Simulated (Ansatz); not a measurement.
AgBr (rock salt, Fm-3m), LDA (plane waves, PAW; program Ansatz). The conduction-band minimum lies at Γ, with 1 equivalent valley. Second derivatives d²E/dk² of the lowest band at one valley (eV·Å²), along Cartesian directions:

```csv
direction,d²E/dk²
[100],43.69
[010],43.69
[001],43.69
[110],43.66
[101],43.66
[011],43.66
```

### Question
Find the principal effective masses, the density-of-states mass and the conductivity mass.

### Answer
Off-diagonal terms follow from H_xy = H[110] − (H_xx + H_yy)/2, and m*/mₑ = 7.620 eV·Å² over each eigenvalue: 0.17, 0.17, 0.17. One valley's DOS mass (m₁m₂m₃)^(1/3) = 0.17, conductivity mass 3/(Σ 1/mᵢ) = 0.17 mₑ.

### Question
What effective density of states Nc follows at 300 K for parabolic valleys?

### Answer
Nc = 2.509e19 × 1 × (0.17)^(3/2) ≈ 1.8e18 cm⁻³.

### Question
With the computed static dielectric constant 12.9 (mean of the diagonal), estimate a hydrogenic donor's binding energy and radius.

### Answer
E = 13.606 eV × 0.17/12.9² ≈ 14 meV; a = 0.529 Å × ε/m* ≈ 40 Å. Semilocal masses tend to be too small where the gap is.

### Question
With ε∞ = 6.93 and ω_LO = 132 cm⁻¹, what Fröhlich coupling constant follows?

### Answer
α = (1/ε∞ − 1/ε0) √(m* × 13.606 eV/ħω_LO) = 0.79.

Symmetry was held in the LDA relaxation; phonons on a q-mesh show no instability. No spin polarisation was allowed. Spin–orbit coupling is left out wherever it is not named.

Potentials: the later of the program's two PAW sets.
